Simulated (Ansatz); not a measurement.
## Is this LiIn4 structure stable?

The cell was found from a structure generator's guess, not taken from experiment.

Computed with Ansatz, DFT PBE, scalar-relativistic, plane waves, PAW. The final run on the 5-atom cell used 420 eV, a Γ-centred 12×12×4 mesh, 0.10 eV smearing and no spin polarisation.

```cif
data_structure
_symmetry_space_group_name_H-M 'R-3m:H'
_symmetry_Int_Tables_number 166
_cell_length_a 3.4064
_cell_length_b 3.4064
_cell_length_c 37.4629
_cell_angle_alpha 90.000
_cell_angle_beta 90.000
_cell_angle_gamma 120.000
_cell_volume 376.46
loop_
_atom_site_label
_atom_site_type_symbol
_atom_site_symmetry_multiplicity
_atom_site_Wyckoff_symbol
_atom_site_fract_x
_atom_site_fract_y
_atom_site_fract_z
_atom_site_occupancy
Li1 Li 3 a 0.00000 0.00000 0.00000 1
In1 In 6 c 0.00000 0.00000 0.79783 1
In2 In 6 c 0.66667 0.33333 0.93943 1
```

Energies over the elements count from the elements' standard structures at the same level, with no fitted energy shifts.

Problem. These tests were run: energy against the elements; phonons at Γ. What do they show?

Solution.

```tsv
test	result
energy against the elements	−0.08 eV/atom
phonons at Γ	lowest optical mode 26 cm⁻¹
```

It fails none of these tests. Other phases of the system weren't compared here, so this isn't yet thermodynamic stability. Phonons away from Γ weren't computed.

The end has C2/m (No. 12) at a tolerance of 0.01 Å; the cell shown is made exact in the group found at 0.05 Å. The run for the phonons used a 12×12×4 k mesh and Fermi–Dirac smearing of 0.15 eV.
